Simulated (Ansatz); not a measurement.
A relaxed cell of Al₄Ir is given with its symmetry left out. The cell was found from a structure generator's guess, not taken from experiment.

Theory: Ansatz 0.2.0, DFT PBE, scalar-relativistic, plane waves, PAW. Cutoff 420 eV, Γ-centred mesh, Gaussian smearing, no spin polarisation.

```
Al Ir
1.0
     7.65372    0.00000    0.00000
    -3.82686    6.62832    0.00000
     0.00000    0.00000    5.26789
Al Ir
8 2
Direct
  0.50000 0.50000 0.50000
  0.50000 0.00000 0.50000
  0.00000 0.50000 0.50000
  0.50000 0.50000 0.00000
  0.50000 0.00000 0.00000
  0.00000 0.50000 0.00000
  0.33333 0.66667 0.75000
  0.66667 0.33333 0.25000
  0.33333 0.66667 0.25000
  0.66667 0.33333 0.75000
```

Energies over the elements count from the elements' standard structures at the same level, with no fitted energy shifts.

(1) Find its symmetry and describe it.

(2) What is its formation energy per atom?

(3) Is it a metal?

Answers

(1) P6_3/mmc (No. 194). Conventional cell: a = 7.654 Å, c = 5.268 Å. Al on a site of symmetry 2/m is surrounded by 2 Ir at 2.57 Å and 4 Al at 2.57–2.63 Å; Al on a site of symmetry -6m2 is surrounded by 6 Al at 2.57 Å and 2 Ir at 2.63 Å; around Ir lie 8 Al at 2.57–2.63 Å.

(2) −0.12 eV/atom.

(3) Yes, bands cross the Fermi level on the 6×6×8 mesh.

The last run used a 6×6×8 mesh (in the run's order of axes) for its 10-atom cell and Gaussian smearing of 0.10 eV. These runs have no spin–orbit coupling, which can matter for Ir. A later test with randomly moved atoms came back to the same energy, though modes that don't fit the test's cell weren't probed. Another cell of Al4Ir relaxed alike, in P4/mmm, lies 181 meV/atom lower, so this cell isn't the stable form at this level.
